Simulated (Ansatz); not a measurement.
**Cohesion in the molecular crystal Cl2**

Method: Ansatz, DFT PBE+D3(BJ), scalar-relativistic, plane waves, PAW.

Cutoff 420 eV; k points 6×6×4 on the computed 4-atom cell (Γ-centred); Gaussian smearing, width 0.02 eV; no spin polarisation.

The relaxed primitive cell holds 2 Cl2 (symmetry kept; residual pressure 0.00 GPa). Each molecule is also computed alone in a box with 9 Å or more between images, first as cut from the crystal, then relaxed.

```cif
data_structure
_symmetry_space_group_name_H-M 'Cmce'
_symmetry_Int_Tables_number 64
_cell_length_a 6.5921
_cell_length_b 4.0667
_cell_length_c 8.0947
_cell_angle_alpha 90.000
_cell_angle_beta 90.000
_cell_angle_gamma 90.000
_cell_volume 217.00
loop_
_atom_site_label
_atom_site_type_symbol
_atom_site_symmetry_multiplicity
_atom_site_Wyckoff_symbol
_atom_site_fract_x
_atom_site_fract_y
_atom_site_fract_z
_atom_site_occupancy
Cl1 Cl 8 f 0.50000 0.62514 0.10869 1
```

Task: What is the lattice energy?

Result: -0.362 eV (-34.9 kJ/mol) a molecule against the relaxed free molecules, without zero-point or thermal terms. Free molecules keep the site symmetry that they have in the crystal, and one conformer stands for all of a formula. The molecules are strained by 0.008 eV each in the crystal, which takes 54.3 Å³ a molecule. The gap on the mesh is 2.19 eV in the crystal and 2.95 eV between the free molecule's highest filled and lowest empty level.

Cost: 3 runs of about 0.7 core-minutes in all, on Intel Xeon Platinum 8488C (Sapphire Rapids) (shared hosts).